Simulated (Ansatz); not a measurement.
Polymorphs of SiC, each relaxed with the program Ansatz at the r²SCAN level (PAW):

A: CsCl type (Pm-3m)
a = b = c = 2.619 Å, α = β = γ = 90.00°

```tsv
atom	site	symmetry	x	y	z
Si	1a	m-3m	0.0000	0.0000	0.0000
C	1b	m-3m	0.5000	0.5000	0.5000
```

B: 4H polytype (P6_3mc)
a = 3.0778 Å, b = 3.0778 Å, c = 10.0775 Å, α = 90.00°, β = 90.00°, γ = 120.00°

```tsv
atom	site	symmetry	x	y	z
Si	2b	3m.	0.3333	0.6667	0.4378
Si	2a	3m.	0.0000	0.0000	0.1879
C	2b	3m.	0.3333	0.6667	0.2498
C	2a	3m.	0.0000	0.0000	0.0005
```

C: rock salt (Fm-3m)
a = 4.0283 Å, b = 4.0283 Å, c = 4.0283 Å, α = 90.00°, β = 90.00°, γ = 90.00°

| atom | site | symmetry | x | y | z |
|---|---|---|---|---|---|
| Si | 4a | m-3m | 0.0000 | 0.0000 | 0.0000 |
| C | 4b | m-3m | 0.5000 | 0.5000 | 0.5000 |

Question: Put the candidates in order of energy per atom at 0 K, lowest first, for r²SCAN.

Answer: B (+0 meV/atom), C (+824 meV/atom), A (+2343 meV/atom)

Question: Give each one's gap.

Answer: A no gap; B 2.60 eV; C no gap.

Constructed cells (a structure type filled with these elements, in neither database checked): A. Not the usual ambient phase: A; C. Unstable at this level: A. All cells were relaxed under the symmetry of their starts (and spin orders); stability against distortions was not tested throughout.

Energies hold the estimated change up to a 700 eV cutoff; steps of a few meV lie near the error of the meshes.

Potentials: the earlier of the program's two PAW sets.
